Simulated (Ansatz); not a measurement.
# Ca: energy along a strain

Ca, Im-3m, a = 4.480 Å (as given, not relaxed at this level: -0.6 GPa). This isn't the element's structure at ambient conditions. Ansatz: r2SCAN, PAW, 500 eV, Γ-centred 16×16×16 mesh on 1 atom, Gaussian smearing 0.15 eV; no spin polarisation. Cell vectors (Å): -2.240 2.240 2.240; 2.240 -2.240 2.240; 2.240 2.240 -2.240. The cell is strained by x per cent times the pattern (1 1 0 0 0 0) in the order xx yy zz yz xz xy (engineering shears), with fractional coordinates held. y is the free energy over the start, V0 = 44.958 Å³/atom.

```tsv
x (%)	y (meV/atom)
-2.00	-3.37
-1.50	-3.23
-1.00	-2.62
-0.50	-1.54
0.00	0.00
0.50	1.99
1.00	4.43
1.50	7.31
1.75	?
2.00	10.62
```

Question: Fit y = c1 x + c2 x² + c3 x³ to the other rows, get the stiffness along the pattern, and predict the missing energy.

Answer: Least squares on the rows shown. y = 3.534 x + 0.9063 x² − 0.009024 x³. The clamped-ion stiffness p·C·p = 2 × 9.063 eV × 160.2 / 44.958 Å³ = 65 GPa (second derivative at the start, which stands under stress). At x = 1.75 the fit asked for gives 8.91 meV/atom. The run gave 8.91 meV/atom, the same to the digits shown.